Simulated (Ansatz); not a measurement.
## Bands of Au

```
Au
1.0
     2.90000    0.00000    0.00000
    -1.45000    2.51147    0.00000
     0.00000    0.00000    4.88000
Au
2
Direct
  0.33333 0.66667 0.75000
  0.66667 0.33333 0.25000
```

Atom numbers follow the list: Au1, Au2.

Conventional cell: a = 2.900 Å, b = 2.900 Å, c = 4.880 Å, α = 90.00°, β = 90.00°, γ = 120.00°. Around Au (atom 1) lie 12 Au at 2.90 to 2.96 Å.

The cell comes from COD entry 1545302, which wasn't checked; take it as a given geometry.

No spin–orbit coupling, which matters for the heavy atoms here.

Computed with DFT, LDA, all-electron LAPW, scalar-relativistic in Ansatz 0.2.0.

Settings: a Γ-centred 14×14×8 k mesh, Fermi–Dirac smearing of 0.03 eV, basis error target 0.25 meV/atom, no spin polarisation.

Points in fractions of the reciprocal vectors of this cell: Γ (0, 0, 0), M (0.5, 0, 0), K (0.333, 0.333, 0), A (0, 0, 0.5), L (0.5, 0, 0.5), H (0.333, 0.333, 0.5). The path joins them by straight lines in the order Γ–M–K–Γ–A–L–H–A–L; legs that retrace an earlier one aren't tabulated. Energies are in eV from the Fermi level.

List the levels at A between -8 and 6 eV.

-7.84 (×2), -4.61 (×2), -4.37 (×4), -2.53 (×4).

List the levels at L between -8 and 6 eV.

-6.63 (×2), -5.59 (×2), -3.26 (×2), -2.31 (×2), -1.69 (×2), 0.52 (×2), 3.72 (×2).

List the levels at H between -8 and 6 eV.

-5.63 (×2), -5.02 (×2), -4.37 (×2), -3.53 (×2), -2.05 (×2), 4.02 (×2), 4.53 (×2).

What is the band gap?

none: bands cross the Fermi level, a metal.
